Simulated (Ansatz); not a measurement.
WSe₂:
```yaml
crystal:
  lattice:
    - [3.30260, 0.00000, 0.00000]
    - [-1.65130, 2.86014, 0.00000]
    - [0.00000, 0.00000, 13.22737]
  atoms:
    - { symbol: W, position: [0.33333, 0.66667, 0.25000] }
    - { symbol: W, position: [0.66667, 0.33333, 0.75000] }
    - { symbol: Se, position: [0.33333, 0.66667, 0.62423] }
    - { symbol: Se, position: [0.66667, 0.33333, 0.12423] }
    - { symbol: Se, position: [0.66667, 0.33333, 0.37577] }
    - { symbol: Se, position: [0.33333, 0.66667, 0.87577] }
```

Relaxed with r²SCAN+D4. Special points in fractions of this cell's reciprocal vectors: Γ (0.000, 0.000, 0.000); M (0.500, 0.000, 0.000); K (0.333, 0.333, 0.000); A (0.000, 0.000, 0.500); L (0.500, 0.000, 0.500); H (0.333, 0.333, 0.500).

### Question
List the band energies nearest the valence-band maximum at these points for r²SCAN+D4 (plane waves, PAW; program Ansatz).

### Answer
In eV from the valence-band maximum; about four levels below and three above (degenerate sets whole), none deeper than 8.9 eV; points with the same levels are listed once.

| k | below | above |
|---|---|---|
| Γ | -1.65 -1.65 -1.32 -1.01 0.00 | 2.78 2.78 2.82 2.82 |
| M | -1.48 -1.44 -1.31 -1.30 | 2.22 2.25 2.48 |
| K | -2.71 -2.71 -0.42 -0.23 | 1.38 1.38 2.23 |
| A | -1.67 -1.67 -1.67 -1.67 -0.25 -0.25 | 2.79 2.79 2.79 2.79 |
| L | -1.39 -1.39 -1.36 -1.36 | 2.23 2.23 2.62 2.62 |
| H | -2.83 -2.83 -0.33 -0.33 | 1.38 1.38 2.69 2.69 |

Space group P6_3/mmc. Symmetry was held in the r²SCAN+D4 relaxation; of distortions, only those at the zone centre were tested. No spin polarisation was allowed. Spin–orbit coupling is left out wherever it is not named.

Potentials: the later of the program's two PAW sets.
